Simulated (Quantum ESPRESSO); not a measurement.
Band energies of AuPO$_{4}$

```xyz
12
Lattice="3.8790 -2.8297 0.0000 3.8790 2.8297 0.0000 -0.9916 0.0000 7.6960" Properties=species:S:1:pos:R:3 pbc="T T T"
O      3.9519    -1.5395     0.6865
O      2.8146     1.5395     7.0095
O      3.3104    -1.5395     3.1615
O      3.4561     1.5395     4.5345
O      6.2420    -0.4062     1.6566
O      0.5245     0.4062     6.0395
O      1.0202    -0.4062     2.1914
O      5.7462     0.4062     5.5046
P      3.6311    -2.4050     1.9240
P      3.1353     2.4050     5.7720
Au     1.4437    -1.4149     3.8480
Au     1.9395     1.4149     0.0000
```

norm-conserving PBEsol (Quantum ESPRESSO, 84 Ry, without SOC); path ΓYFLI,I1ZF1,YX1,XΓN,MΓ; energies in eV from the valence-band maximum.

| k (1/Å) | point | band 44 | band 45 | band 46 | band 47 | band 48 | band 49 | band 50 | band 51 |
|---|---|---|---|---|---|---|---|---|---|
| 0.00 | Γ | -1.11 | -1.02 | -1.00 | -0.84 | -0.02 | 1.90 | 2.32 | 4.54 |
| 0.20 |  | -1.00 | -0.90 | -0.87 | -0.67 | -0.08 | 1.89 | 2.29 | 4.82 |
| 0.61 |  | -1.33 | -0.80 | -0.56 | -0.36 | -0.09 | 1.81 | 2.37 | 6.37 |
| 0.82 | Y | -1.16 | -0.89 | -0.86 | -0.28 | 0.00 | 1.80 | 2.43 | 6.99 |
| 0.82 | F | -1.33 | -0.61 | -0.38 | -0.33 | -0.22 | 1.91 | 2.15 | 7.11 |
| 0.93 | L | -1.40 | -0.45 | -0.45 | -0.29 | -0.29 | 2.02 | 2.02 | 7.14 |
| 0.93 | I | -1.31 | -0.49 | -0.49 | -0.30 | -0.30 | 2.04 | 2.04 | 6.95 |
| 1.90 | I1 | -1.31 | -0.49 | -0.49 | -0.30 | -0.30 | 2.04 | 2.04 | 6.95 |
| 2.31 |  | -1.26 | -0.68 | -0.68 | -0.42 | -0.42 | 2.07 | 2.07 | 6.03 |
| 2.72 | Z | -1.14 | -0.92 | -0.92 | -0.49 | -0.49 | 2.08 | 2.08 | 5.49 |
| 2.91 |  | -1.19 | -1.08 | -0.69 | -0.43 | -0.43 | 2.00 | 2.11 | 5.63 |
| 3.29 |  | -1.22 | -0.90 | -0.53 | -0.24 | -0.21 | 1.93 | 2.09 | 6.66 |
| 3.49 | F1 | -1.33 | -0.61 | -0.38 | -0.33 | -0.22 | 1.91 | 2.15 | 7.11 |
| 3.49 | Y | -1.16 | -0.89 | -0.86 | -0.28 | 0.00 | 1.80 | 2.43 | 6.99 |
| 3.74 | X1 | -1.14 | -0.95 | -0.89 | -0.26 | -0.02 | 1.85 | 2.35 | 6.78 |
| 3.74 | X | -1.14 | -0.95 | -0.89 | -0.26 | -0.02 | 1.85 | 2.35 | 6.78 |
| 3.91 |  | -1.12 | -1.01 | -0.92 | -0.30 | -0.05 | 1.95 | 2.24 | 6.41 |
| 4.25 |  | -1.14 | -1.03 | -0.91 | -0.61 | -0.03 | 2.00 | 2.21 | 5.11 |
| 4.60 | Γ | -1.11 | -1.02 | -1.00 | -0.84 | -0.02 | 1.90 | 2.32 | 4.54 |
| 4.94 |  | -1.13 | -0.97 | -0.85 | -0.53 | -0.09 | 1.96 | 2.24 | 5.14 |
| 5.11 |  | -1.15 | -1.04 | -0.70 | -0.39 | -0.18 | 2.02 | 2.18 | 5.66 |
| 5.29 | N | -1.20 | -1.05 | -0.63 | -0.29 | -0.28 | 2.09 | 2.12 | 5.94 |
| 5.29 | M | -1.21 | -1.05 | -0.99 | -0.41 | -0.09 | 2.03 | 2.16 | 6.38 |
| 5.67 |  | -1.15 | -0.98 | -0.94 | -0.41 | -0.13 | 2.01 | 2.15 | 5.35 |
| 6.06 | Γ | -1.11 | -1.02 | -1.00 | -0.84 | -0.02 | 1.90 | 2.32 | 4.54 |

The PBEsol gap is direct, 1.80 eV at Y. Another valence extremum on the path lies within 0.02 eV, too close to call.

Spin-orbit coupling is left out, which matters for elements this heavy: edges can move by tenths of an eV.

Geometry of the Materials Project entry, not relaxed at this level.

The structure is a Materials Project entry; no match was found in the copy of COD used, and its stability was not checked.
